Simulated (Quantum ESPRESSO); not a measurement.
pw.x input (Quantum ESPRESSO 7.5; PBE, PseudoDojo stringent norm-conserving files, scalar-relativistic):

```
&CONTROL
  calculation = 'scf'
  pseudo_dir = './pseudo'
  outdir = './out'
  tprnfor = .true.
  tstress = .true.
/
&SYSTEM
  ibrav = 0
  nat = 2
  ntyp = 2
  ecutwfc = 106.6
  ecutrho = 426.4
  occupations = 'smearing'
  smearing = 'fd'
  degauss = 0.002
  nbnd = 27
/
&ELECTRONS
  conv_thr = 2e-10
/
ATOMIC_SPECIES
Te 127.6000 Te.upf
Pb 207.2000 Pb.upf
CELL_PARAMETERS angstrom
  0.000000000000   3.219543811000   3.219543811000
  3.219543811000   0.000000000000   3.219543811000
  3.219543811000   3.219543811000   0.000000000000
ATOMIC_POSITIONS crystal
Te   0.000000000000   0.000000000000   0.000000000000
Pb   0.500000000000   0.500000000000   0.500000000000
K_POINTS automatic
8 8 8 0 0 0
```

End of the output:

```
     total energy              =    -980.63114287 Ry
     estimated scf accuracy    <       0.00000057 Ry
     total energy              =    -980.63114302 Ry
     estimated scf accuracy    <          9.4E-09 Ry
     total energy              =    -980.63114302 Ry
     estimated scf accuracy    <          1.8E-09 Ry
[...]
     the Fermi energy is    11.1368 ev
!    total energy              =    -980.63114302 Ry
     estimated scf accuracy    <          1.3E-10 Ry
     smearing contrib. (-TS)   =      -0.00000000 Ry
     internal energy E=F+TS    =    -980.63114302 Ry
     The total energy is F=E-TS. E is the sum of the following terms:
     one-electron contribution =    -664.09958059 Ry
     hartree contribution      =     317.77917030 Ry
     xc contribution           =    -140.33831725 Ry
     ewald contribution        =    -493.97241548 Ry
     convergence has been achieved in   8 iterations
     Forces acting on atoms (cartesian axes, Ry/au):
     atom    1 type  1   force =     0.00000000    0.00000000    0.00000000
     atom    2 type  2   force =    -0.00000000   -0.00000000    0.00000000
     Total force =     0.000000     Total SCF correction =     0.000000
     Computing stress (Cartesian axis) and pressure
          total   stress  (Ry/bohr**3)                   (kbar)     P=       26.56
   0.00018052   0.00000000   0.00000000           26.56        0.00        0.00
   0.00000000   0.00018052   0.00000000            0.00       26.56        0.00
   0.00000000   0.00000000   0.00018052            0.00        0.00       26.56
```
In a gapped system the printed Fermi energy is only some level inside the gap.

Spin-orbit coupling is not included.

Geometry relaxed with PBEsol.
